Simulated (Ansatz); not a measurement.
A distorted cell of Mo (bcc, W type):

```
CELL_PARAMETERS angstrom
     -3.15088     3.15088     3.15088
      0.00000     0.00000     3.15088
      0.00000     3.15088     0.00000
ATOMIC_POSITIONS crystal
  Mo 0.00000 0.07405 0.00000
  Mo 0.50000 0.92595 0.00000
```

Method: r2SCAN (plane waves to 500 eV, PAW, scalar-relativistic; Ansatz, a program for electronic structure). k mesh 21×21×21 (Γ-centred), Fermi-Dirac smearing 0.05 eV. Stress and pressure are positive under compression. With partly filled bands, energies and forces of such displacements shift with the k mesh and the smearing. Mo is run without spin polarisation. Mo was relaxed with its symmetry unable to fall. The PAW data are Ansatz's earlier set.

Q: What forces act on the atoms (eV/Å, Cartesian)?

A: 
```csv
atom,Fx,Fy,Fz
Mo1,0.000,0.000,-3.397
Mo2,0.000,0.000,3.397
```

Q: Give the stress tensor in GPa and the pressure.

A: 
```
   19.1      0.0      0.0
    0.0     19.1      0.0
    0.0      0.0      7.0
```
The pressure, a third of the trace, is 15.1 GPa.

(A displaced cell: forces are minus the slopes of the energy, force constants its curvatures, and phonons follow from these.)
